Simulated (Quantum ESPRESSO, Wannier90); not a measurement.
Wannier functions of TlBiS$_{2}$ (R-3m)

```xyz
4
Lattice="-2.0615 3.5707 0.0000 -4.1230 0.0000 0.0000 -2.0615 1.1902 7.4073" Properties=species:S:1:pos:R:3 pbc="T T T"
Tl    -4.1230     2.3804     3.7037
Bi     0.0000     0.0000     0.0000
S      2.0615    -1.1902    -1.5605
S     -2.0615     1.1902     1.5605
```

Cell from Materials Project (mp-554310), symmetrised, no further relaxation. COD (Crystallography Open Database) has an entry of this formula and space group (matched by these alone). Method: PBEsol plane waves in Quantum ESPRESSO 7.5 (PseudoDojo norm-conserving files, 53 Ry, spinors with spin-orbit coupling), Bloch states on a 6×6×6 mesh through Γ, Wannier90 4.0.1. Density: 10×10×10 mesh, Gaussian smearing 0.01 Ry. With spin-orbit coupling a semilocal functional can close or falsely invert a small gap; the band order was not checked against a better method.

A tight-binding model is made by disentanglement and projection with no localisation steps (num_iter = 0), so the 26 orbitals stay atom-like: hydrogen-like Tl: s;p; Bi: p; S: p, axes along x, y, z; frozen window up to 3.00 eV relative to the Fermi level. It follows pw.x to 1.8 meV rms for states up to 1.0 eV relative to the Fermi level. Matrix elements depend on this choice of orbitals and windows.

**Question.** What are the on-site energies relative to the Fermi level, and how fast do the hoppings decay?

**Answer.** 
```
atom         orbitals  energy (eV)
----  ---------------  -----------
Tl1             s↑ s↓        -4.14
Tl1           pz↑ pz↓         3.66
Tl1   px↑ px↓ py↑ py↓         3.28
Bi2           pz↑ pz↓         0.95
Bi2   px↑ px↓ py↑ py↓         1.11
S3            pz↑ pz↓        -1.24
S3    px↑ px↓ py↑ py↓        -1.21
S4            pz↑ pz↓        -1.24
S4    px↑ px↓ py↑ py↓        -1.21
```

```tsv
distance of the centres (Å)	largest modulus (eV)
2–3	1.3
3–4	0.88
4–5	0.75
5–6	0.023
6–7	0.18
7–8	0.031
8–9	0.081
9–10	0.028
```

Effective spin-orbit constants λ of λ L·S, from the same-site elements px↑–py↑ (λ/2) and dx2-y2↑–dxy↑ (λ), where they are among the larger elements: Bi2 p 1.5 eV, Tl1 p 0.95 eV.
